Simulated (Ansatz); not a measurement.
Pt (simple cubic, Pm-3m) at seven volumes, DFT-r²SCAN in the program Ansatz with PAW potentials, scaled uniformly. One row is withheld.

```
V (Å³/atom)  P (GPa)
-----------  -------
16.062         24.80
16.591         14.85
17.121          6.70
17.650         -0.01
18.180         -5.58
18.709             ?
19.239        -14.01
```

Fit the shown pressures and predict the withheld one.

P = (3/2)B₀(x^(7/2) − x^(5/2))[1 + (3/4)(B′ − 4)(x − 1)] with x = (V₀/V)^(2/3). Least squares on the six rows gives V₀ = 17.647 Å³/atom, B₀ = 204 GPa, B′ = 5.37. At V = 18.709, x = 0.9618 and P = -10.19 GPa. The run itself gave -10.22 GPa.

A made-up cell: these elements were put on the sites of a structure type; neither database checked (COD, Materials Project) lists it. It is not the phase usual at ambient conditions (space group No. 225). The r²SCAN relaxation kept the symmetry of its start; its stability against distortions is not shown here. The run is not spin-polarised. Scalar-relativistic: spin–orbit coupling is off unless named, which matters more the heavier the elements.

Potentials: the earlier of the program's two PAW sets.
